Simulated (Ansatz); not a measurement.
Input:

Y2Ti2S2O5:
```yaml
crystal:
  lattice:
    - [-1.88476, 1.88476, 11.48375]
    - [1.88476, -1.88476, 11.48375]
    - [1.88476, 1.88476, -11.48375]
  atoms:
    - { symbol: Y, position: [0.66609, 0.66609, 0.00000] }
    - { symbol: Y, position: [0.33391, 0.33391, 0.00000] }
    - { symbol: Ti, position: [0.92171, 0.92171, 0.00000] }
    - { symbol: Ti, position: [0.07829, 0.07829, 0.00000] }
    - { symbol: S, position: [0.79532, 0.79532, 0.00000] }
    - { symbol: S, position: [0.20468, 0.20468, 0.00000] }
    - { symbol: O, position: [0.00000, 0.00000, 0.00000] }
    - { symbol: O, position: [0.90088, 0.40088, 0.50000] }
    - { symbol: O, position: [0.09912, 0.59912, 0.50000] }
    - { symbol: O, position: [0.40088, 0.90088, 0.50000] }
    - { symbol: O, position: [0.59912, 0.09912, 0.50000] }
```

This is the r²SCAN-relaxed structure. Cartesian axes are those of the cell as given.

Question: All from r²SCAN in the plane-wave PAW code Ansatz, unless another level is named. Give the gap with spin–orbit coupling.

Answer: 1.10 eV.

Question: What about the electron effective mass with spin–orbit coupling?

Answer: 0.58 along x (mₑ).

Question: Next, the band gap?

Answer: 1.14 eV (direct).

Question: And the hole effective mass, band 1 of 2 at the edge?

Answer: 0.65 along x (mₑ).

Question: Next, the formation energy from the elements (no fitted shifts)?

Answer: -3186 meV/atom.

Space group I4/mmm. The workflow started from a Materials Project entry (that database holds measured and hypothetical structures alike); the Crystallography Open Database copy checked does not list it. Its standing as an ambient phase is unchecked. The r²SCAN relaxation kept the symmetry of its start; its stability against distortions is not shown here. No spin polarisation was allowed. The references are the lowest solids computed at this level, not always the standard phases (solids in place of the gases). Scalar-relativistic: spin–orbit coupling is off unless named, which matters more the heavier the elements.

Potentials: the later of the program's two PAW sets.
